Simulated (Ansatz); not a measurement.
## Pt: moving Pt off its site

Pt, Fm-3m, a = 3.916 Å (as given, not relaxed at this level: 0.6 GPa). Ansatz: PBEsol, PAW, 420 eV, Γ-centred 10×10×10 mesh on 8 atoms, Gaussian smearing 0.15 eV; no spin polarisation.

```
CELL_PARAMETERS angstrom
0.00000 3.91580 3.91580
3.91580 0.00000 3.91580
3.91580 3.91580 0.00000
ATOMIC_POSITIONS crystal
Pt 0.00000 0.00000 0.00000
Pt 0.00000 0.00000 0.50000
Pt 0.00000 0.50000 0.00000
Pt 0.00000 0.50000 0.50000
Pt 0.50000 0.00000 0.00000
Pt 0.50000 0.00000 0.50000
Pt 0.50000 0.50000 0.00000
Pt 0.50000 0.50000 0.50000
```

Atom 1 (Pt) moves by x along the unit vector (0.707, 0.707, 0.000), with its periodic images; all else is held. y is the free energy of the cell over the start, F the force along the path summed over the moved atoms. Symmetry makes y even in x.

```
  x (Å) y (meV) F (eV/Å)
-0.3000    626.7      4.35
-0.1500    152.1      2.05
 0.0000      0.0      0.00
 0.0375      9.4     -0.50
 0.0750        ?         ?
 0.1125     85.2     -1.52
 0.1875    239.0     -2.59
 0.2250    346.4     -3.15
 0.2625    475.3     -3.73
```

Q: Fit y = c2 x² + c4 x⁴ to the energies of the other rows, give the force constant, and predict energy and force of the missing row.

A: Least squares on the rows shown. y = 6690.1 x² + 3030.4 x⁴. The force constant is 2 c2 = 13.4 eV/Å² (for all images moving together, not for a lone atom). The force −dy/dx at the missing row is -1.01 eV/Å (computed -1.01). At x = 0.0750 the fit asked for gives 37.7 meV. The run gave 37.8 meV, so the fit is 0.1 meV too low, within twice the rms miss on the fitted rows (0.05 meV).

Spin–orbit coupling is left out, which can shift energies with elements as heavy as these.